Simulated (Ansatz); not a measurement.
CuI:
```
CELL_PARAMETERS angstrom
      0.00000     2.96934     2.96934
      2.96934     0.00000     2.96934
      2.96934     2.96934     0.00000
ATOMIC_POSITIONS crystal
  Cu 0.75000 0.75000 0.75000
  I  0.00000 0.00000 0.00000
```

Relaxed with PBEsol. Special points in fractions of this cell's reciprocal vectors: Γ (0.000, 0.000, 0.000); X (0.500, 0.000, 0.500); U (0.625, 0.250, 0.625); K (0.375, 0.375, 0.750); L (0.500, 0.500, 0.500); W (0.500, 0.250, 0.750).

Problem. List the band energies nearest the valence-band maximum at these points for DFT-PBEsol with spin–orbit coupling in the program Ansatz with PAW potentials.

Solution. In eV from the valence-band maximum; about four levels below and three above (degenerate sets whole), none deeper than 8.9 eV; points with the same levels are listed once.

```csv
k,below,above
Γ,0.00 0.00 0.00 0.00,1.00 1.00 4.54 4.54
X,-1.97 -1.97 -1.82 -1.82,2.29 2.29 2.62 2.62
U,-2.03 -1.85 -1.65 -1.57,2.77 2.77 4.37
L,-1.07 -1.07 -0.91 -0.91,1.94 1.94 5.14 5.14
W,-2.01 -2.01 -1.68 -1.59,4.16 4.37 4.54
```

Space group F-43m (zinc blende). The cell was relaxed with PBEsol under the symmetry of its start. No spin polarisation was allowed.

Potentials: the earlier of the program's two PAW sets. The files were generated under PBE; for other functionals the program regenerates the frozen cores, and for LDA and PBEsol the local potential too.
